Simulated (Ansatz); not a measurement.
Nb2C:
```cif
data_C4Nb8
_chemical_formula_sum 'Nb8 C4'
_space_group_name_H-M_alt 'Pnma'
_space_group_IT_number 62
_space_group_name_Hall '-P 2ac 2n'
_cell_length_a 10.86802
_cell_length_b 3.07331
_cell_length_c 4.94791
_cell_angle_alpha 90.000
_cell_angle_beta 90.000
_cell_angle_gamma 90.000
loop_
_atom_site_label
_atom_site_type_symbol
_atom_site_symmetry_multiplicity
_atom_site_Wyckoff_symbol
_atom_site_fract_x
_atom_site_fract_y
_atom_site_fract_z
_atom_site_occupancy
Nb1 Nb 4 c 0.20391 0.25000 0.23619 1
Nb2 Nb 4 c 0.04512 0.25000 0.74585 1
C1 C 4 c 0.12478 0.75000 0.49153 1
```

Relaxed at zero pressure with PBEsol in the plane-wave PAW code Ansatz.

### Question
The volume is raised by 6 % and shape and atoms relax at that volume. What pressure results, and how do the axes share the change?

### Answer
-12.3 GPa; a 1.8 %, b 1.9 %, c 2.1 %; the energy rises by 34 meV/atom.

### Question
Give the new structure.

### Answer

Space group Pnma (No. 62); a = 11.0653 Å, b = 3.1328 Å, c = 5.0534 Å, α = β = γ = 90.00°

```tsv
atom	site	symmetry	x	y	z
Nb	4c	.m.	0.2041	0.2500	0.2407
Nb	4c	.m.	0.0451	0.2500	0.7411
C	4c	.m.	0.1252	0.7500	0.4927
```

The phase is kept; no other phase was compared at this pressure.

The first step of the workflow began from a Materials Project structure, measured or hypothetical; the Crystallography Open Database copy checked does not list it. Whether it is the stable phase at ambient conditions was not checked. The cell was relaxed with PBEsol under the symmetry of its start; its stability against distortions is not shown here. No spin polarisation was allowed.

Potentials: the earlier of the program's two PAW sets. The files were generated under PBE; for other functionals the program regenerates the frozen cores, and for LDA and PBEsol the local potential too.
